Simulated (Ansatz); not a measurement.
This cell of Ge (diamond) is off equilibrium:

```yaml
crystal:
  lattice:
    - [0.00000, 5.67269, 5.67269]
    - [2.83635, 0.00000, 2.83635]
    - [2.83635, 2.83635, 0.00000]
  atoms:
    - { symbol: Ge, position: [0.25000, 0.44890, 0.53300] }
    - { symbol: Ge, position: [0.75000, 0.55110, 0.46700] }
    - { symbol: Ge, position: [0.37500, 0.80110, 0.71700] }
    - { symbol: Ge, position: [0.87500, 0.69890, 0.78300] }
```

Calculation: r2SCAN (plane waves to 500 eV, PAW, scalar-relativistic; Ansatz, a first-principles code). k mesh 5×10×10 (Γ-centred), Fermi-Dirac smearing 0.05 eV. Stress and pressure are positive under compression. As the smearing reaches across the gap at some points, energies and forces of such displacements shift with the k mesh and the smearing. Ge was relaxed with its symmetry unable to fall. The PAW data are Ansatz's earlier set.

Predict the force on every atom, in eV/Å.


```json
[
 {"atom": "Ge1", "Fx": "2.749", "Fy": "-2.987", "Fz": "3.560"},
 {"atom": "Ge2", "Fx": "0.204", "Fy": "1.346", "Fz": "-2.438"},
 {"atom": "Ge3", "Fx": "-2.749", "Fy": "2.987", "Fz": "-3.560"},
 {"atom": "Ge4", "Fx": "-0.204", "Fy": "-1.346", "Fz": "2.438"}
]
```

What is the stress tensor (GPa)?


```
    6.9     -2.6      1.9
   -2.6      5.2     -3.7
    1.9     -3.7      2.6
```
The pressure, a third of the trace, is 4.9 GPa.

(A displaced cell: forces are minus the slopes of the energy, force constants its curvatures, and phonons follow from these.)
